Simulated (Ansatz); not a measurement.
Starting cell, PbS (rock salt):

```xyz
4
Lattice="0.0000 6.0089 6.0089 3.0045 0.0000 3.0045 3.0045 3.0045 0.0000" Properties=species:S:1:pos:R:3 pbc="T T T"
S      0.0000     0.0000     0.0000
S      0.0000     3.0045     3.0045
Pb     3.0045     3.0045     3.0045
Pb     3.0045     6.0089     6.0089
```

Scan: atom 2 (S, nearest neighbour Pb at 3.004 Å; its periodic images, 4.2 Å or more away, move with it) is displaced along Cartesian z, direction (0.000, 0.000, 1.000) in Cartesian axes, by s. The other atoms stay.

The numbers are results of PBE (plane waves to 420 eV, PAW, scalar-relativistic; Ansatz, a program for electronic structure), not measurements. k mesh 4×8×8 (Γ-centred), Fermi-Dirac smearing 0.05 eV. E stands for the smeared free energy. PbS was relaxed with its symmetry unable to fall. Spin-orbit coupling is left out, though Pb is heavy. The zero of ΔE is the undisplaced structure.

| s (Å) | ΔE (meV/cell) |
|---|---|
| -0.900 | 2493 |
| -0.720 | 1186 |
| -0.540 | 517 |
| -0.360 | 187 |
| -0.180 | 41 |
| 0.000 | 0 |
| 0.180 | 41 |
| 0.360 | 187 |
| 0.540 | 517 |
| 0.720 | 1186 |
| 0.900 | 2493 |

### Question
What force constant k = d²E/ds² at s = 0 does the table give?

### Answer
2.4 eV/Å². It is the second difference of the nearest points, corrected with the next pair.

### Question
With k = 2.38 eV/Å² from the forces, is the well harmonic out to s = 0.900 Å?

### Answer
½ks² = 962 meV/cell against the computed 2493 meV/cell, so the well is stiffer than harmonic there.

(A displaced cell: forces are minus the slopes of the energy, force constants its curvatures, and phonons follow from these.)
